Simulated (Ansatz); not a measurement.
A (101) slab of Co (P6_3/mmc (No. 194)), 12 planes, outer planes Co (top) and Co (bottom), with 12 atoms (Co12) in a surface cell of A = 11.063 Å², as cut from the bulk:

```
Co
1.0
     2.45642    0.00000    0.00000
    -1.22821    4.50353    0.00000
     0.00000    0.00000   25.93765
Co
12
Cartesian
  0.0000 3.9638 7.5000
  1.2282 2.5495 9.0625
  0.0000 0.4652 9.3750
  0.0000 3.5543 10.9375
  1.2282 1.4701 11.2501
  0.0000 0.0557 12.8126
  0.0000 2.4749 13.1251
  1.2282 1.0606 14.6876
  1.2282 3.4798 15.0001
  0.0000 2.0655 16.5626
  0.0000 4.4847 16.8751
  1.2282 3.0703 18.4377
```

Level of theory: DFT PBEsol, scalar-relativistic, plane waves, PAW (Ansatz). Cutoff 420 eV; k points 14×8×1 on the computed 12-atom cell (Γ-centred); Gaussian smearing, width 0.10 eV; collinear spin from starting moments 1.8 1.8 1.8 1.8 1.8 1.8 1.8 1.8 1.8 1.8 1.8 1.8 μB. The cell repeats along c with a dipole correction in the vacuum.

Against the same 12 atoms in the bulk, the slab as cut lies 5.023 eV higher and the relaxed slab 4.738 eV higher.

Problem. Work out the surface energy before and after relaxation.

Solution. The slab has two faces, so γ = (E_slab − N·E_bulk)/(2A), the mean of both. As cut: 5.023/(2 × 11.063) = 0.2270 eV/Å², and 1 eV/Å² = 16.02 J/m², so γ = 3.64 J/m². Relaxed: 4.738/(2 × 11.063) = 0.2141 eV/Å² = 3.43 J/m². Relaxation recovers 6 % of the cost of cutting.

Problem. What is the ideal work of this cut, per area?

Solution. Griffith's ideal work is 2γ: 7.27 J/m² if the new faces stay rigid, 6.86 J/m² if they relax. Other cuts parallel to this plane can cost less. One thickness was run, 12 planes, so γ can still shift with it.